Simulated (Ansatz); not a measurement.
A: SiO₂ (alpha-cristobalite type, space group P4_12_12), a = b = 5.0845 Å, c = 7.1003 Å, α = β = γ = 90.00°
B: VSi$_{2}$ (CrSi2 type, space group P6_222), a = b = 4.5661 Å, c = 6.3662 Å, α = β = 90.00°, γ = 120.00°
C: MoP (WC type, space group P-6m2), a = b = 3.241 Å, c = 3.195 Å, α = β = 90.00°, γ = 120.00°
D: Sn (beta-Sn type, space group I4_1/amd), a = b = 5.947 Å, c = 3.212 Å, α = β = γ = 90.00°

Scan: energy against volume (even scaling of the relaxed cell, symmetry kept). One method and one kind of scan serve all of them; meshes and ranges differ. All were relaxed with their symmetry unable to fall. MoP is run without spin polarisation. VSi2 is run without spin polarisation.

Q: Order them by bulk modulus at fixed cell shape (fitted) (lowest first) at the level PBE (plane waves to 420 eV, PAW, scalar-relativistic; Ansatz, a quantum-chemistry and plane-wave program).

A: A (17.3 GPa), D (47.5 GPa), B (175 GPa), C (223 GPa)

(A scan under strain: stresses follow from slopes of the energy per volume, elastic moduli from its curvatures.)
